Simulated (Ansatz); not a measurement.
**Mechanical response of NaCl (Fm-3m)**

```xyz
2
Lattice="0.0000 2.8010 2.8010 2.8010 0.0000 2.8010 2.8010 2.8010 0.0000" Properties=species:S:1:pos:R:3 pbc="T T T"
Na    0.0000    0.0000    0.0000
Cl    2.8010    2.8010    2.8010
```

Conventional cell: a = 5.602 Å, b = 5.602 Å, c = 5.602 Å, α = 90.00°, β = 90.00°, γ = 90.00°. Around Na (atom 1) lie 6 Cl at 2.80 Å. Cl (atom 2) has 6 Na at 2.80 Å as nearest neighbours.

Unless marked otherwise, the numbers come from PBEsol, all-electron LAPW in Ansatz 0.2.0, scalar-relativistic. k mesh 8×8×8, fixed occupations, basis error target 1 meV/atom. The cell was relaxed by PAW under this functional.

The cell is cubic and carries a residual pressure of 0.01 GPa at this level. Each strain component that symmetry leaves independent is applied at ±0.003, the ions relax wherever a strain frees them, and the stress (tension positive, GPa) is read. Shears are engineering strains, γ = 2ε.

```csv
strain,size,σxx,σyy,σzz,σyz,σxz,σxy
xx,-0.003,-0.1754,-0.0414,-0.0414,0.0000,0.0000,0.0000
xx,+0.003,0.1542,0.0266,0.0266,0.0000,0.0000,0.0000
yz,-0.003,-0.0072,-0.0073,-0.0073,-0.0363,0.0000,0.0000
yz,+0.003,-0.0072,-0.0073,-0.0073,0.0363,0.0000,0.0000
```

A central difference gives one constant, for example C11 ≈ (0.1542 − (-0.1754))/(0.006) = 54.9 GPa; the program then imposes the crystal's symmetry on the whole matrix.

Task: What are the independent elastic constants?

Result: C11 = 54.9, C12 = 11.3, C44 = 12.1 GPa.

Task: Do they meet the Born conditions?

Result: C11 − C12 = 43.6, C11 + 2C12 = 77.6 and C44 = 12.1 GPa must all be positive, so the crystal is elastically stable; that says nothing yet of its phonons.

Task: What moduli does a random aggregate of grains have?

Result: B = (C11 + 2C12)/3 = 25.9 GPa. G_V = (C11 − C12 + 3C44)/5 = 16.0 and G_R = 5(C11 − C12)C44/(4C44 + 3(C11 − C12)) = 14.7, so G_H = 15.4 GPa. Then E = 9BG/(3B + G) = 38.5 GPa, ν = (3B − 2G)/(6B + 2G) = 0.252 and B/G = 1.68, on the brittle side of Pugh's 1.75 (a rule of thumb, made for metals; it doesn't predict ductility here).

Task: With the density of 2.208 g/cm³, how fast does sound travel, and what Debye temperature follows?

Result: 

```tsv
direction	slow (m/s)	middle (m/s)	fast (m/s)
[100]	2342	2342	4987
[110]	2342	3141	4527
[111]	2900	2900	4362
```

The mean of v⁻³ over directions and branches gives v_m = 2905 m/s and θ_D = (ħ/k_B) v_m (6π²n)^(1/3) = 309 K, n being atoms per volume. Young's modulus spans 31 to 51 GPa over directions, and the universal anisotropy index is 0.43.

Task: How far do the constants move if PAW replaces LAPW in the same cell?

Result: 

```
constant  LAPW (GPa)  PAW (GPa)  difference
     C11        54.9       54.8        -0.1
     C12        11.3       11.4         0.1
     C44        12.1       12.0        -0.1
```

Task: How far do the constants move if all-electron PAW (datasets made for the crystal) replaces LAPW in the same cell?

Result: 

```tsv
constant	LAPW (GPa)	all-electron PAW (datasets made for the crystal) (GPa)	difference
C11	54.9	54.8	-0.1
C12	11.3	11.4	0.1
C44	12.1	12.0	-0.1
```

Known limits: the frozen-core PAW files of the compared runs were fitted under PBE, their cores solved anew for this functional.
